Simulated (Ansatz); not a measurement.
# Property card for Rb2ZnPdC6N6

Theory: DFT PBE, scalar-relativistic, plane waves, PAW (Ansatz 0.2.0).

Cutoff 420 eV; k points 4×4×4 on the computed 16-atom cell (Γ-centred); Gaussian smearing, width 0.02 eV; collinear spin from starting moments 0.0 0.0 0.0 1.4 0.0 0.0 0.0 0.0 0.0 0.0 0.0 0.0 0.0 0.0 0.0 0.0 μB.

The structure is relaxed at this level of theory with its symmetry kept, and needn't be the ground state of this composition.

Space group Fm-3m (No. 225). a = 11.171 Å, b = 11.171 Å, c = 11.171 Å, α = 90.00°, β = 90.00°, γ = 90.00°
| atom | site | symmetry | x | y | z |
| --- | --- | --- | --- | --- | --- |
| Rb | 8c | -43m | 0.2500 | 0.7500 | 0.7500 |
| Zn | 4a | m-3m | 0.0000 | 0.0000 | 0.0000 |
| Pd | 4b | m-3m | 0.5000 | 0.0000 | 0.0000 |
| C | 24e | 4m.m | 0.1982 | 0.0000 | 0.0000 |
| N | 24e | 4m.m | 0.3031 | 0.0000 | 0.0000 |

(1) Formation energy from the elements' standard states (uncorrected)?

(2) Kohn–Sham band gap?

(3) Orbital (Löwdin) character of the top 1 eV of the valence band?

(4) Orbital (Löwdin) character of the lowest 1 eV of the conduction band?

(5) Total moment?

(6) Moment by site (μB)?

Only this magnetic start was tried.

Answers

(1) +0.286 eV/atom.

(2) 0.93 eV.

(3) Pd 4d 45 %, N 2p 22 %, N 2s 16 %, C 2p 7 %, unprojected 5 %.

(4) Pd 4d 59 %, N 2p 16 %, N 2s 16 %, unprojected 4 %.

(5) 2.00 μB per cell.

(6) Pd4 1.28, N11 0.05, N12 0.05, N13 0.05, N14 0.05, N15 0.05, N16 0.05.

The cell was found from a structure generator's guess, not taken from experiment. Kohn–Sham gaps at this level usually fall short of measured ones. Löwdin shares on free-atom orbitals overweight diffuse shells in the empty bands.
